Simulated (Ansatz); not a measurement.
Relaxed Al (fcc, Cu type):

```
CELL_PARAMETERS angstrom
      3.99199     0.00000     0.00000
      0.00000     3.99199     0.00000
      0.00000     0.00000     3.99199
ATOMIC_POSITIONS crystal
  Al 0.00000 0.00000 0.00000
  Al 0.50000 0.50000 0.00000
  Al 0.50000 0.00000 0.50000
  Al 0.00000 0.50000 0.50000
```

In this cell atom 4 (Al, nearest neighbour Al at 2.823 Å; its periodic images, 4.0 Å or more away, move with it) is moved by u·(1.000, 0.000, 0.000) + v·(0.000, 0.000, 1.000); the rest is frozen.

Level of theory: r2SCAN (plane waves to 500 eV, PAW, scalar-relativistic; Ansatz, a program for electronic structure). k mesh 9×9×9 (Γ-centred), Fermi-Dirac smearing 0.05 eV. The energy includes the smearing's −TS. With partly filled bands, energies and forces of such displacements shift with the k mesh and the smearing. On this mesh the relaxed cell isn't quite at rest: it carries a pressure of 0.3 GPa (compression positive) at the zero of the scan. Al was relaxed with its symmetry unable to fall. ΔE is measured from the undisplaced structure. Axes are in Å.

Problem. Predict the ΔE (eV/cell) at all points of the grid u = -0.710, -0.355, 0.000, 0.355, 0.710 by v = -0.710, -0.355, 0.000, 0.355, 0.710.

Solution. ΔE (eV/cell), with u across and v down:

```tsv
v \ u	-0.710	-0.355	0.000	0.355	0.710
-0.710	5.017	2.287	1.500	2.287	5.017
-0.355	2.287	0.804	0.353	0.804	2.287
0.000	1.500	0.353	0.000	0.353	1.500
0.355	2.287	0.804	0.353	0.804	2.287
0.710	5.017	2.287	1.500	2.287	5.017
```

(A displaced cell: forces are minus the slopes of the energy, force constants its curvatures, and phonons follow from these.)
